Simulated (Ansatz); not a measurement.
Starting structure of a cell relaxation (symmetry kept):

```
Cr S Au
1.0
     1.77062    1.02227    7.10803
    -1.77062    1.02227    7.10803
     0.00000   -2.04454    7.10803
Cr S Au
1 2 1
Direct
  0.50000 0.50000 0.50000
  0.89232 0.89232 0.89232
  0.10768 0.10768 0.10768
  0.00000 0.00000 0.00000
```

These are results of Ansatz, DFT r2SCAN, scalar-relativistic, plane waves, PAW, not measurements.

Cutoff 500 eV; k points 12×12×12 on the computed 4-atom cell (Γ-centred); Gaussian smearing, width 0.02 eV; collinear spin from starting moments 3.03 0 0 0 μB.

Task: What does it relax to?

Result: The volume drops by 0.02 Å³/atom to 19.28 Å³/atom, and the energy changes by under 0.1 meV/atom. The cell ends with a moment of 3.00 μB (only this magnetic start was tried). Final structure:
```cif
data_structure
_symmetry_space_group_name_H-M 'R-3m:H'
_symmetry_Int_Tables_number 166
_cell_length_a 3.5383
_cell_length_b 3.5383
_cell_length_c 21.3364
_cell_angle_alpha 90.000
_cell_angle_beta 90.000
_cell_angle_gamma 120.000
_cell_volume 231.34
loop_
_atom_site_label
_atom_site_type_symbol
_atom_site_symmetry_multiplicity
_atom_site_Wyckoff_symbol
_atom_site_fract_x
_atom_site_fract_y
_atom_site_fract_z
_atom_site_occupancy
Cr1 Cr 3 b 0.66667 0.33333 0.83333 1
S1 S 6 c 0.00000 0.00000 0.89232 1
Au1 Au 3 a 0.00000 0.00000 0.00000 1
```

The state reached may not be the lowest one. Spin-orbit coupling is left out, which matters for the bands of heavy elements. The cell holds one magnetic atom, so it can only be ferromagnetic; an antiferromagnetic order may lie lower.

Cost: 1 run of about 15 core-minutes, on Intel Xeon Processor @ 2.50GHz (Skylake/Cascade Lake) (shared hosts).